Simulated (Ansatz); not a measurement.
## Sr, first-principles data

Sr:
```cif
data_Sr2
_chemical_formula_sum 'Sr2'
_space_group_name_H-M_alt 'Im-3m'
_space_group_IT_number 229
_space_group_name_Hall '-I 4 2 3'
_cell_length_a 4.81040
_cell_length_b 4.81040
_cell_length_c 4.81040
_cell_angle_alpha 90.000
_cell_angle_beta 90.000
_cell_angle_gamma 90.000
loop_
_atom_site_label
_atom_site_type_symbol
_atom_site_symmetry_multiplicity
_atom_site_Wyckoff_symbol
_atom_site_fract_x
_atom_site_fract_y
_atom_site_fract_z
_atom_site_occupancy
Sr1 Sr 2 a 0.00000 0.00000 0.00000 1
```
(The calculation used a cell of 1 atom; values per cell refer to that cell.)

Space group Im-3m (No. 229), bcc (W type); conventional cell a = 4.810 Å, b = 4.810 Å, c = 4.810 Å, α = 90.00°, β = 90.00°, γ = 90.00°.

Method: DFT-r²SCAN in the program Ansatz with PAW potentials. Geometry: relaxed at this level of theory. Other levels are named where they apply.

### Cell and energy

```json
{
 "volume_per_atom": "55.66 Å³",
 "density": "2.61 g/cm³"
}
```

### Electronic structure

```json
{
 "electronic_character": "metallic (no gap)",
 "Density of states at the Fermi level": "1.0 states/eV per atom (mean over ±0.08 eV)",
 "Gap with spin–orbit coupling": "none (metallic)"
}
```

### Mechanics

```json
{
  "Elastic constants (relaxed ions, GPa)": "C11 = 12.3, C12 = 10.7, C44 = 11.1",
  "mechanical_stability": "stable (all eigenvalues of C positive)"
}
```

### Phonons

```json
{
 "dynamical_stability_on_the_path": "stable (no imaginary branch)",
 "zero_point_energy": "12.7 meV/atom",
 "Vibrational entropy at 300 K": "54.8 J/(K·mol of atoms)"
}
```

This is a known high-temperature phase of the composition, computed here at zero pressure and temperature. The cell was relaxed with r²SCAN under the symmetry of its start. As this level gives no gap, shear constants depend on the k-mesh and smearing (Fermi–Dirac, 0.1 eV here). As this level gives no gap, phonon frequencies hold no LO–TO term and depend on the k-mesh and smearing (Fermi–Dirac, 0.1 eV here). Scalar-relativistic: spin–orbit coupling is off unless named, which matters more the heavier the elements.

Potentials: the later of the program's two PAW sets.
